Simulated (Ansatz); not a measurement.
Given:

BN (wurtzite)

```
CELL_PARAMETERS angstrom
      2.54397     0.00000     0.00000
     -1.27198     2.20314     0.00000
      0.00000     0.00000     4.20774
ATOMIC_POSITIONS crystal
  B  0.66667 0.33333 0.99990
  B  0.33333 0.66667 0.49990
  N  0.66667 0.33333 0.62530
  N  0.33333 0.66667 0.12530
```

This relaxed cell (volume V₀) is scaled evenly in all directions, its shape held. The atoms relax within the cell's symmetry.

Method: r2SCAN (plane waves to 500 eV, PAW, scalar-relativistic; Ansatz, a quantum-chemistry and plane-wave program). k mesh 15×15×8 (Γ-centred), Fermi-Dirac smearing 0.05 eV. E stands for the smeared free energy. Compression counts positive. With the shape held, the modulus is that of even scaling; a crystal free to change shape is softer. BN was relaxed with its symmetry unable to fall. ΔE is measured from the relaxed starting cell.

The scan covers V/V₀ from 0.940 to 1.060 in 11 points.

Question: What pressure does the cell carry at V/V₀ = 0.940?

Answer: 27.1 GPa.

Question: What is ΔE at V/V₀ = 0.940?

Answer: 28.5 meV/atom.

Question: What is ΔE at V/V₀ = 1.060?

Answer: 23.7 meV/atom.

(A scan under strain: stresses follow from slopes of the energy per volume, elastic moduli from its curvatures.)
